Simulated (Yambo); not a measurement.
G0W0@PBEsol for BeS (zinc blende, space group F-43m, No. 216) in Yambo. Reference settings: 6×6×6 Γ-centred k mesh, bands 2 to 62 and a 10 Ry block in the screening, 62 bands in G with the Bruneval-Gonze terminator, plasmon pole fitted at 27.2 eV. The PBEsol gap Γ → X on this mesh is 2.92 eV; G0W0 gaps are taken between the same points.

With and without the terminator, as bands are cut:

```
bands in G (in W)  gap, terminator (eV)  gap, none (eV)  valence shift, terminator (eV)  valence shift, none (eV)
-----------------  --------------------  --------------  ------------------------------  ------------------------
12 (12)                           4.649           4.533                          -0.607                    -0.147
22 (22)                           4.549           4.432                          -0.926                    -0.603
33 (33)                           4.537           4.440                          -1.053                    -0.827
45 (45)                           4.547           4.470                          -1.130                    -0.963
62 (62)                           4.561           4.510                          -1.193                    -1.081
```

Over this range the gap spans 0.112 eV with the terminator and 0.101 eV without, the valence shift 0.586 eV and 0.934 eV. Neither column has reached its limit for certain.

Geometry relaxed with PBEsol; primitive cell a = b = c = 3.4223 Å, α = β = γ = 60.00°.

A shift is the quasiparticle energy of the state minus its PBEsol energy.
